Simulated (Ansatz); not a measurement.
Zn9Ga3Mo2:
```
Zn9Ga3Mo2
1.0
    5.42236     0.00000     0.00000
   -2.71118     4.69590     0.00000
    0.00000     0.00000     8.68123
Zn Ga Mo
9 3 2
Direct
  0.00000   0.50000   0.00000
  0.50000   0.50000   0.00000
  0.50000   0.00000   0.00000
  0.31945   0.15972   0.24110
  0.68055   0.84028   0.75890
  0.84028   0.15972   0.24110
  0.15972   0.84028   0.75890
  0.84028   0.68055   0.24110
  0.15972   0.31945   0.75890
  0.00000   0.50000   0.50000
  0.50000   0.50000   0.50000
  0.50000   0.00000   0.50000
  0.66667   0.33333   0.73931
  0.33333   0.66667   0.26069
```

This is the r²SCAN-relaxed structure.

Question: All from plane-wave PAW r²SCAN (Ansatz code), unless another level is named. Estimate the formation energy from the elements (no fitted shifts).

Answer: -0.12 eV/atom.

Question: What about the density of states at the Fermi level?

Answer: 0.22 states/eV per atom (mean over ±0.08 eV).

Space group P-3m1. The first step of the workflow began from a Materials Project structure, measured or hypothetical; the Crystallography Open Database copy checked does not list it. Whether it is the stable phase at ambient conditions was not checked. Symmetry was held in the r²SCAN relaxation; whether a distortion lowers the energy is not shown. No spin polarisation was allowed. The references are the lowest solids computed at this level, not always the standard phases. Scalar-relativistic: spin–orbit coupling is off unless named, which matters more the heavier the elements.

Potentials: the later of the program's two PAW sets.
